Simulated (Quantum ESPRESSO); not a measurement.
## Ti2NbAlO8 (finding a planted mistake in a log)

Computed values, not a measurement. The program is pw.x of Quantum ESPRESSO 7.5 (plane-wave density functional theory). The cell is made up: 12 atoms on a fluorite lattice, with randomly drawn elements, strain and displacements, not relaxed. PseudoDojo standard norm-conserving files (v0.5 for PBE, v0.4.1 for LDA and PBEsol) set the functional; there is no spin polarisation, spin-orbit coupling or dispersion term, and the masses in the input are unused placeholders.

Intended input:

```
&control calculation='scf', pseudo_dir='./dojo.nc.sr.pbe.v0_5.standard.upf', outdir='./o', disk_io='medium', tprnfor=.true., tstress=.true. /
&system ibrav=0, nat=12, ntyp=4, nbnd=50, ecutwfc=84.00895049, nosym=.true., tot_charge=0,
 occupations='smearing', smearing='fd', degauss=0.0018374661
/
&electrons conv_thr=7.350e-09, electron_maxstep=60, /
ATOMIC_SPECIES
Al 1.0 Al.upf
Nb 1.0 Nb.upf
O 1.0 O.upf
Ti 1.0 Ti.upf
CELL_PARAMETERS angstrom
4.9162 0.0333 -0.0016
0.0333 4.8467 0.018
-0.0016 0.018 4.7936
ATOMIC_POSITIONS angstrom
Ti -0.0954 -0.0307 -0.0605
Ti -0.0005 2.5195 2.4318
Nb 2.4328 -0.029 2.4178
Al 2.5082 2.3428 0.08
O 1.2313 1.2983 1.0939
O 1.2017 1.2387 3.6335
O 1.3231 3.6449 1.1449
O 1.2799 3.7606 3.6021
O 3.5865 1.3408 1.1982
O 3.5528 1.2279 3.5872
O 3.6776 3.6526 1.1587
O 3.6835 3.6593 3.5995
K_POINTS automatic
5 5 5 1 1 1
```

The log is shortened where brackets say so; the opening notice, blank lines, dates and the lines on written files are dropped, and the path of the files is cut. It prints rydbergs, bohrs and kilobars, and counts compression as positive stress. Where no state is partly filled, the Fermi energy that it prints is only some level between the filled and the empty states on the mesh, and need not lie in the true gap.

Log of the intended run:

```
     Program PWSCF v.7.5
     Parallel version (MPI & OpenMP), running on       1 processor cores
     Number of MPI processes:                 1
     Threads/MPI process:                     1
     [start-up lines left out]
     bravais-lattice index     =            0
     lattice parameter (alat)  =       9.2905  a.u.
     unit-cell volume          =     770.7397 (a.u.)^3
     number of atoms/cell      =           12
     number of atomic types    =            4
     number of electrons       =        88.00
     number of Kohn-Sham states=           50
     kinetic-energy cutoff     =      84.0090  Ry
     charge density cutoff     =     336.0358  Ry
     scf convergence threshold =      7.3E-09
     mixing beta               =       0.7000
     number of iterations used =            8  plain     mixing
     Exchange-correlation= PBE
                           (   1   4   3   4   0   0   0)
     [axes and pseudopotential details left out]
   Cartesian axes
     site n.     atom                  positions (alat units)
         1        Ti     tau(   1) = (  -0.0194048  -0.0062445  -0.0123060  )
         2        Ti     tau(   2) = (  -0.0001017   0.5124775   0.4946390  )
         3        Nb     tau(   3) = (   0.4948424  -0.0058987   0.4917913  )
         4        Al     tau(   4) = (   0.5101791   0.4765360   0.0162724  )
         5        O      tau(   5) = (   0.2504519   0.2640800   0.2225041  )
         6        O      tau(   6) = (   0.2444311   0.2519571   0.7390701  )
         7        O      tau(   7) = (   0.2691244   0.7413889   0.2328778  )
         8        O      tau(   8) = (   0.2603374   0.7649228   0.7326832  )
         9        O      tau(   9) = (   0.7295101   0.2727247   0.2437192  )
        10        O      tau(  10) = (   0.7226554   0.2497603   0.7296525  )
        11        O      tau(  11) = (   0.7480402   0.7429551   0.2356847  )
        12        O      tau(  12) = (   0.7492403   0.7443179   0.7321544  )
     number of k points=    63  Fermi-Dirac smearing, width (Ry)=  0.0018
                       cart. coord. in units 2pi/alat
        k(    1) = (   0.0993557   0.1003740   0.1022162), wk =   0.0320000
        k(    2) = (   0.0994276   0.0996117   0.3073389), wk =   0.0320000
     [further k points left out]
     Dense  grid:    80169 G-vectors     FFT dimensions: (  60,  54,  54)
     Estimated max dynamical RAM per process >     124.31 MB
     Initial potential from superposition of free atoms
     starting charge      87.9920, renormalised to      88.0000
     Starting wfcs are   66 randomized atomic wfcs
     total cpu time spent up to now is       23.3 secs
     per-process dynamical memory:    74.3 Mb
     Self-consistent Calculation
     iteration #  1     ecut=    84.01 Ry     beta= 0.70
     Davidson diagonalization with overlap
     ethr =  1.00E-02,  avg # of iterations =  2.0
     total cpu time spent up to now is       73.7 secs
     total energy              =    -628.90757768 Ry
     estimated scf accuracy    <       6.17187672 Ry
     iteration #  2     ecut=    84.01 Ry     beta= 0.70
     Davidson diagonalization with overlap
     ethr =  7.01E-03,  avg # of iterations =  6.3
     total cpu time spent up to now is      183.2 secs
     total energy              =    -621.13792369 Ry
     estimated scf accuracy    <      81.27841736 Ry
     [iterations 3 to 19 left out]
     iteration # 20     ecut=    84.01 Ry     beta= 0.70
     Davidson diagonalization with overlap
     ethr =  6.83E-10,  avg # of iterations =  1.0
     total cpu time spent up to now is     1474.8 secs
     total energy              =    -632.17176908 Ry
     estimated scf accuracy    <       0.00000024 Ry
     iteration # 21     ecut=    84.01 Ry     beta= 0.70
     Davidson diagonalization with overlap
     ethr =  2.70E-10,  avg # of iterations =  5.5
     total cpu time spent up to now is     1533.3 secs
     End of self-consistent calculation
     [lines on levels left out]
     the Fermi energy is    12.0569 ev
!    total energy              =    -632.17176914 Ry
     estimated scf accuracy    <          7.3E-09 Ry
     smearing contrib. (-TS)   =      -0.00000000 Ry
     internal energy E=F+TS    =    -632.17176913 Ry
     The total energy is F=E-TS. E is the sum of the following terms:
     one-electron contribution =    -149.86910516 Ry
     hartree contribution      =     128.92014906 Ry
     xc contribution           =    -130.30332542 Ry
     ewald contribution        =    -480.91948762 Ry
     convergence has been achieved in  21 iterations
     Forces acting on atoms (cartesian axes, Ry/au):
     atom    1 type  4   force =     0.03279091    0.04958858    0.02638638
     atom    2 type  4   force =     0.03696856   -0.05039460   -0.04144164
     atom    3 type  2   force =    -0.03291006    0.05594396   -0.04560760
     atom    4 type  1   force =    -0.03500923    0.00315333   -0.00326742
     atom    5 type  3   force =    -0.04153501   -0.03815572    0.06358625
     atom    6 type  3   force =    -0.04641566    0.03636779   -0.05851248
     atom    7 type  3   force =    -0.04308296    0.00572972    0.02961250
     atom    8 type  3   force =    -0.05347067   -0.04079316   -0.01546709
     atom    9 type  3   force =     0.05774340   -0.04551512    0.01650403
     atom   10 type  3   force =     0.04985754    0.00146777    0.01738531
     atom   11 type  3   force =     0.04175742    0.04206915    0.01879939
     atom   12 type  3   force =     0.03330575   -0.01946171   -0.00797762
     Total force =     0.230073     Total SCF correction =     0.000168
     Computing stress (Cartesian axis) and pressure
          total   stress  (Ry/bohr**3)                   (kbar)     P=        4.97
  -0.00038461   0.00004871   0.00005942          -56.58        7.17        8.74
   0.00004871   0.00007809  -0.00004863            7.17       11.49       -7.15
   0.00005942  -0.00004863   0.00040793            8.74       -7.15       60.01
     init_run     :     21.34s CPU     23.12s WALL (       1 calls)
     electrons    :   1479.24s CPU   1510.02s WALL (       1 calls)
     forces       :     10.42s CPU     10.59s WALL (       1 calls)
     stress       :     41.29s CPU     41.52s WALL (       1 calls)
     [timing details left out]
     PWSCF        :  25m52.84s CPU  26m27.14s WALL
     JOB DONE.
```

A second run was made from an input with one planted mistake. Its log:

```
     Program PWSCF v.7.5
     Parallel version (MPI & OpenMP), running on       1 processor cores
     Number of MPI processes:                 1
     Threads/MPI process:                     1
     [start-up lines left out]
     bravais-lattice index     =            0
     lattice parameter (alat)  =       9.2905  a.u.
     unit-cell volume          =     770.7397 (a.u.)^3
     number of atoms/cell      =           12
     number of atomic types    =            4
     number of electrons       =        88.00
     number of Kohn-Sham states=           50
     kinetic-energy cutoff     =      84.0090  Ry
     charge density cutoff     =     336.0358  Ry
     scf convergence threshold =      7.3E-09
     mixing beta               =       0.7000
     number of iterations used =            8  plain     mixing
     Exchange-correlation= PBE
                           (   1   4   3   4   0   0   0)
     [axes and pseudopotential details left out]
   Cartesian axes
     site n.     atom                  positions (alat units)
         1        Ti     tau(   1) = (  -0.0194048  -0.0062445  -0.0123060  )
         2        Ti     tau(   2) = (  -0.0001017   0.5124775   0.4946390  )
         3        Nb     tau(   3) = (   0.4948424  -0.0058987   0.4917913  )
         4        Al     tau(   4) = (   0.5101791   0.4765360   0.0162724  )
         5        O      tau(   5) = (   0.2504519   0.2640800   0.2225041  )
         6        O      tau(   6) = (   0.2444311   0.2519571   0.7390701  )
         7        O      tau(   7) = (   0.2691244   0.7413889   0.2328778  )
         8        O      tau(   8) = (   0.2603374   0.7649228   0.7326832  )
         9        O      tau(   9) = (   0.7295101   0.2727247   0.2437192  )
        10        O      tau(  10) = (   0.7226554   0.2497603   0.7296525  )
        11        O      tau(  11) = (   0.7480402   0.7429551   0.2356847  )
        12        O      tau(  12) = (   0.7492403   0.7443179   0.7321544  )
     number of k points=     4  Fermi-Dirac smearing, width (Ry)=  0.0018
                       cart. coord. in units 2pi/alat
        k(    1) = (   0.2483892   0.2509351   0.2555405), wk =   0.5000000
        k(    2) = (   0.2482094   0.2528408  -0.2572664), wk =   0.5000000
     [further k points left out]
     Dense  grid:    80169 G-vectors     FFT dimensions: (  60,  54,  54)
     Estimated max dynamical RAM per process >     124.31 MB
     Initial potential from superposition of free atoms
     starting charge      87.9920, renormalised to      88.0000
     Starting wfcs are   66 randomized atomic wfcs
     total cpu time spent up to now is        4.4 secs
     per-process dynamical memory:    77.9 Mb
     Self-consistent Calculation
     iteration #  1     ecut=    84.01 Ry     beta= 0.70
     Davidson diagonalization with overlap
     ethr =  1.00E-02,  avg # of iterations =  2.0
     total cpu time spent up to now is        8.4 secs
     total energy              =    -628.94299898 Ry
     estimated scf accuracy    <       6.13602559 Ry
     iteration #  2     ecut=    84.01 Ry     beta= 0.70
     Davidson diagonalization with overlap
     ethr =  6.97E-03,  avg # of iterations =  6.5
     total cpu time spent up to now is       16.3 secs
     total energy              =    -620.94360750 Ry
     estimated scf accuracy    <      82.57695529 Ry
     [iterations 3 to 25 left out]
     iteration # 26     ecut=    84.01 Ry     beta= 0.70
     Davidson diagonalization with overlap
     ethr =  4.09E-11,  avg # of iterations =  2.0
     total cpu time spent up to now is      136.9 secs
     total energy              =    -632.20505902 Ry
     estimated scf accuracy    <       0.00000001 Ry
     iteration # 27     ecut=    84.01 Ry     beta= 0.70
     Davidson diagonalization with overlap
     ethr =  1.23E-11,  avg # of iterations =  5.8
     total cpu time spent up to now is      142.3 secs
     End of self-consistent calculation
     [lines on levels left out]
     the Fermi energy is    12.1296 ev
!    total energy              =    -632.20505903 Ry
     estimated scf accuracy    <          1.4E-09 Ry
     smearing contrib. (-TS)   =      -0.00000000 Ry
     internal energy E=F+TS    =    -632.20505903 Ry
     The total energy is F=E-TS. E is the sum of the following terms:
     one-electron contribution =    -149.84232112 Ry
     hartree contribution      =     128.82388613 Ry
     xc contribution           =    -130.26713642 Ry
     ewald contribution        =    -480.91948762 Ry
     convergence has been achieved in  27 iterations
     Forces acting on atoms (cartesian axes, Ry/au):
     atom    1 type  4   force =     0.03516354    0.05110081    0.02837016
     atom    2 type  4   force =     0.03533834   -0.05191791   -0.04268570
     atom    3 type  2   force =    -0.03278710    0.06228152   -0.05082799
     atom    4 type  1   force =    -0.03461093    0.00436378   -0.00497960
     atom    5 type  3   force =    -0.04216988   -0.03952260    0.06565286
     atom    6 type  3   force =    -0.04399685    0.03493306   -0.05782127
     atom    7 type  3   force =    -0.04581050    0.00761450    0.02887503
     atom    8 type  3   force =    -0.05379723   -0.04727839   -0.01316636
     atom    9 type  3   force =     0.05995357   -0.04998513    0.01573208
     atom   10 type  3   force =     0.05165183    0.00490289    0.01775899
     atom   11 type  3   force =     0.04016048    0.04119682    0.01939418
     atom   12 type  3   force =     0.03090473   -0.01768937   -0.00630239
     Total force =     0.236607     Total SCF correction =     0.000067
     Computing stress (Cartesian axis) and pressure
          total   stress  (Ry/bohr**3)                   (kbar)     P=       -2.83
  -0.00043596   0.00005373   0.00005062          -64.13        7.90        7.45
   0.00005373   0.00002542  -0.00005190            7.90        3.74       -7.63
   0.00005062  -0.00005190   0.00035285            7.45       -7.63       51.91
     init_run     :      3.95s CPU      4.17s WALL (       1 calls)
     electrons    :    131.21s CPU    137.91s WALL (       1 calls)
     forces       :      1.02s CPU      1.06s WALL (       1 calls)
     stress       :      3.44s CPU      3.46s WALL (       1 calls)
     [timing details left out]
     PWSCF        :   2m19.85s CPU   2m26.91s WALL
     JOB DONE.
```

Question: what was wrong in the second input?

Answer: the k-point mesh is too coarse. The input lines that differ, file-writing options aside:

```
- 5 5 5 1 1 1
+ 2 2 2 1 1 1
```

```
                                            intended run  run with the mistake
                          free energy (eV)     -8601.135             -8601.588
                    smearing term -TS (eV)        0.0000                0.0000
                            pressure (GPa)          0.50                 -0.28
            largest force component (eV/Å)         1.635                 1.688
largest change of a force component (eV/Å)                               0.167
                                iterations            21                    27
```

For scale, a rerun of the intended cell at a cutoff of 1467 eV and k mesh 7 x 7 x 7 moved values by no more than 0.003 eV in energy, 0.06 GPa in stress and 0.003 eV/Å in force.